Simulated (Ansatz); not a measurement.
Relaxed-ion elastic tensor of ScAl3 (Cu3Au type, Pm-3m) in GPa (Voigt order), r²SCAN (plane waves, PAW; program Ansatz); density 3.07 g/cm³, 17.05 Å³ per atom.

```csv
,1,2,3,4,5,6
1,198,42.3,42.3,0.0,0.0,0.0
2,42.3,198,42.3,0.0,0.0,0.0
3,42.3,42.3,198,0.0,0.0,0.0
4,0.0,0.0,0.0,81.6,0.0,0.0
5,0.0,0.0,0.0,0.0,81.6,0.0
6,0.0,0.0,0.0,0.0,0.0,81.6
```

### Question
Is the crystal mechanically stable?

### Answer
Yes: the smallest eigenvalue of C is 81.6 GPa.

### Question
Work out the Voigt, Reuss and Hill averages.

### Answer
K_V = 94.1, K_R = 94.1, K_H = 94.1; G_V = 80.0, G_R = 79.9, G_H = 80.0 GPa.

### Question
Give Young's modulus, Poisson's ratio, Pugh's ratio and the universal anisotropy index.

### Answer
E = 9KG/(3K + G) = 187 GPa; ν = 0.17; K/G = 1.18 (brittle by the Pugh limit of 1.75); A_U = 5G_V/G_R + K_V/K_R − 6 = 0.00.

### Question
Estimate the sound speeds and the Debye temperature.

### Answer
v_l = √((K + 4G/3)/ρ) = 8090 m/s, v_t = √(G/ρ) = 5110 m/s, mean 5620 m/s; Θ = (h/k)(3n/4πV)^(1/3) v_m = 650 K.

### Question
Give the Zener ratio and Young's modulus along [100], [110] and [111].

### Answer
A = 2C44/(C11 − C12) = 1.05; 1/E = S11 − 2(S11 − S12 − S44/2)Γ with Γ = 0, 1/4, 1/3 gives 183, 188, 190 GPa.

### Question
Solve the Christoffel equation for the three sound speeds along [100], [110], [111].

### Answer
Eigenvalues of C_ijkl n_j n_l equal ρv². In km/s, slowest first: [100] 5.16, 5.16, 8.03; [110] 5.03, 5.16, 8.11; [111] 5.07, 5.07, 8.13.

Symmetry was held in the r²SCAN relaxation. No spin polarisation was allowed. As this level gives no gap, shear constants depend on the k-mesh and smearing (Fermi–Dirac, 0.1 eV here).

Potentials: the earlier of the program's two PAW sets. The files were generated under PBE; for other functionals the program regenerates the frozen cores, and for LDA and PBEsol the local potential too.
